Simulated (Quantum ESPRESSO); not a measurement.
Band energies of GeO₂

```
CELL_PARAMETERS angstrom
      4.42301     0.00000     0.00000
      0.00000     4.42301     0.00000
      0.00000     0.00000     2.88353
ATOMIC_POSITIONS crystal
  O  0.69366 0.69366 0.00000
  O  0.30634 0.30634 0.00000
  O  0.80634 0.19366 0.50000
  O  0.19366 0.80634 0.50000
  Ge 0.50000 0.50000 0.50000
  Ge 0.00000 0.00000 0.00000
```

PBE (stringent potentials; Quantum ESPRESSO, PseudoDojo norm-conserving, 124 Ry, without SOC); path ΓXMΓZRAZ,XR,MA; energies in eV from the valence-band maximum.

```
k (1/Å)  point  band 30  band 31  band 32  band 33  band 34  band 35  band 36  band 37
-------  -----  -------  -------  -------  -------  -------  -------  -------  -------
0.00         Γ    -2.03    -2.03    -0.82    -0.82     0.00     1.68     5.78     6.99
0.47              -2.36    -1.92    -1.80    -0.84    -0.59     3.57     5.54     7.43
0.71         X    -2.83    -1.83    -1.83    -0.82    -0.82     4.76     4.76     7.70
1.18              -2.52    -2.05    -2.05    -1.26    -1.26     4.80     4.80     8.23
1.42         M    -2.35    -2.13    -2.13    -1.47    -1.47     4.81     4.81     8.40
1.62              -2.31    -2.12    -2.03    -1.38    -1.25     4.62     4.97     8.20
2.22              -2.04    -1.89    -1.27    -0.86    -0.13     2.18     5.78     6.99
2.43         Γ    -2.03    -2.03    -0.82    -0.82     0.00     1.68     5.78     6.99
2.61              -2.36    -2.36    -0.83    -0.83    -0.07     2.19     6.06     7.37
3.15              -4.11    -3.40    -1.40    -1.40    -1.09     4.85     7.08     9.54
3.51         Z    -3.66    -2.25    -2.25    -1.87    -1.87     6.04     6.04    11.19
4.05              -2.71    -1.63    -1.63    -1.41    -1.41     6.22     6.22     8.71
4.22         R    -2.72    -1.38    -1.38    -1.38    -1.38     6.26     6.26     8.43
4.40              -2.57    -1.48    -1.48    -1.34    -1.34     5.86     5.86     8.82
4.94         A    -3.55    -1.34    -1.34    -1.15    -1.15     4.56     4.56     9.82
5.22              -2.06    -1.60    -1.56    -1.36    -1.19     4.92     5.07     9.28
5.65              -2.49    -2.09    -2.05    -1.93    -1.68     5.85     6.28     9.16
5.94         Z    -3.66    -2.25    -2.25    -1.87    -1.87     6.04     6.04    11.19
5.94         X    -2.83    -1.83    -1.83    -0.82    -0.82     4.76     4.76     7.70
6.25              -2.56    -2.15    -2.15    -0.93    -0.93     5.26     5.26     8.67
6.56              -2.35    -1.95    -1.95    -1.15    -1.15     5.97     5.97     9.17
7.03         R    -2.72    -1.38    -1.38    -1.38    -1.38     6.26     6.26     8.43
7.03         M    -2.35    -2.13    -2.13    -1.47    -1.47     4.81     4.81     8.40
7.18              -2.92    -1.74    -1.74    -1.46    -1.46     4.91     4.91     8.61
7.65              -3.74    -1.28    -1.28    -1.21    -1.21     5.08     5.08    10.29
8.12         A    -3.55    -1.34    -1.34    -1.15    -1.15     4.56     4.56     9.82
```

The PBE gap is direct, 1.68 eV at Γ.

Spin-orbit splittings are left out.

Geometry relaxed with PBEsol.
